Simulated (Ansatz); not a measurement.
Relaxed NaCl (rock salt):

```
NaCl
1.0
    0.00000     5.60772     5.60772
    2.80386     0.00000     2.80386
    2.80386     2.80386     0.00000
Cl Na
2 2
Cartesian
  0.00000   0.00000   0.00000
  2.80386   2.80386   5.60772
  2.80386   2.80386   2.80386
  2.80386   5.60772   5.60772
```

A phonon eigenvector at L = (0.5, 0.0, 0.0) is frozen into this cell: atom i moves by Q times the vector below, so Q is the largest atomic displacement, in Å. The cell is held. It is one choice among 2 degenerate patterns. (q is in reciprocal vectors of the primitive cell; the cell shown is doubled to hold the pattern.)

| atom | x | y | z |
|---|---|---|---|
| Cl1 | 0.285 | -0.520 | 0.805 |
| Cl2 | -0.285 | 0.520 | -0.805 |

Atoms not listed stay in place.

Method: r2SCAN (plane waves to 500 eV, PAW, scalar-relativistic; Ansatz, a quantum-chemistry and plane-wave program). k mesh 5×10×10 (Γ-centred), Fermi-Dirac smearing 0.05 eV. NaCl was relaxed with its symmetry unable to fall. 

```json
[
 {"Q (Å)": "-0.100", "−dE/dQ from forces (eV/Å)": "0.390"},
 {"Q (Å)": "-0.083", "−dE/dQ from forces (eV/Å)": "0.324"},
 {"Q (Å)": "-0.067", "−dE/dQ from forces (eV/Å)": "0.259"},
 {"Q (Å)": "-0.050", "−dE/dQ from forces (eV/Å)": "0.194"},
 {"Q (Å)": "-0.033", "−dE/dQ from forces (eV/Å)": "0.129"},
 {"Q (Å)": "-0.017", "−dE/dQ from forces (eV/Å)": "0.065"},
 {"Q (Å)": "0.000", "−dE/dQ from forces (eV/Å)": "0.000"},
 {"Q (Å)": "0.017", "−dE/dQ from forces (eV/Å)": "-0.065"},
 {"Q (Å)": "0.033", "−dE/dQ from forces (eV/Å)": "-0.129"},
 {"Q (Å)": "0.050", "−dE/dQ from forces (eV/Å)": "-0.194"},
 {"Q (Å)": "0.067", "−dE/dQ from forces (eV/Å)": "-0.259"},
 {"Q (Å)": "0.083", "−dE/dQ from forces (eV/Å)": "-0.324"},
 {"Q (Å)": "0.100", "−dE/dQ from forces (eV/Å)": "-0.390"}
]
```

Question: What harmonic wavenumber does the curvature at Q = 0 give?

Answer: 122 cm⁻¹. E″ = 3.89 eV/Å², M = Σ mᵢ|uᵢ|² = 70.9 u, ν̃ = 521.5·√(|E″|/M).

(A displaced cell: forces are minus the slopes of the energy, force constants its curvatures, and phonons follow from these.)
